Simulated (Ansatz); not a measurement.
The relaxed structure here is a generated cell of Ti: the first start was made by placing the elements on the sites of a structure type, and the end was not matched to a known phase here, so it may be hypothetical. Known forms of Ti include space group No. 194.

One starting cell of Ti (a generated trial cell of Ti in the AFLOW prototype A_tP4_129_ac (A_d)) was relaxed twice with Ansatz (plane waves, PAW, scalar-relativistic): with r2SCAN at 500 eV and with PBE at 420 eV. The r2SCAN result:

```cif
data_Ti2
_chemical_formula_sum 'Ti2'
_space_group_name_H-M_alt 'I4/mmm'
_space_group_IT_number 139
_space_group_name_Hall '-I 4 2'
_cell_length_a 3.39169
_cell_length_b 3.39169
_cell_length_c 2.99342
_cell_angle_alpha 90.000
_cell_angle_beta 90.000
_cell_angle_gamma 90.000
loop_
_atom_site_label
_atom_site_type_symbol
_atom_site_symmetry_multiplicity
_atom_site_Wyckoff_symbol
_atom_site_fract_x
_atom_site_fract_y
_atom_site_fract_z
_atom_site_occupancy
Ti1 Ti 2 a 0.00000 0.00000 0.00000 1
```
(The calculation used a cell of 1 atom; values per cell refer to that cell.)

| quantity | r2SCAN | PBE |
|---|---|---|
| space group | I4/mmm | I4/mmm |
| volume (Å³/atom) | 17.22 | ___ |
| a (Å) | 3.392 | ___ |
| c (Å) | 2.993 | ___ |
| gap (eV, no spin-orbit coupling) | 0.00 | ___ |
| highest phonon at the sampled q (cm⁻¹) | 230 | ___ |
| softest mode (cm⁻¹) | 160i | ___ |

Q: What does PBE give for the same quantities?

A: 
- volume (Å³/atom), PBE: 17.26
- a (Å), PBE: 3.414
- c (Å), PBE: 2.961
- gap (eV, no spin-orbit coupling), PBE: 0.00
- highest phonon at the sampled q (cm⁻¹), PBE: 220
- softest mode (cm⁻¹), PBE: 130i

Both levels end in the same structure; PBE's volume is within 0.5 % of r2SCAN's. Neither column is exact.

No spin polarisation in the result.

The run could not lower the symmetry of its start; a shaken copy of this end point relaxes with r2SCAN to P6₃/mmc (No. 194), 0.12 eV/atom lower.

Ansatz is an electronic-structure program.
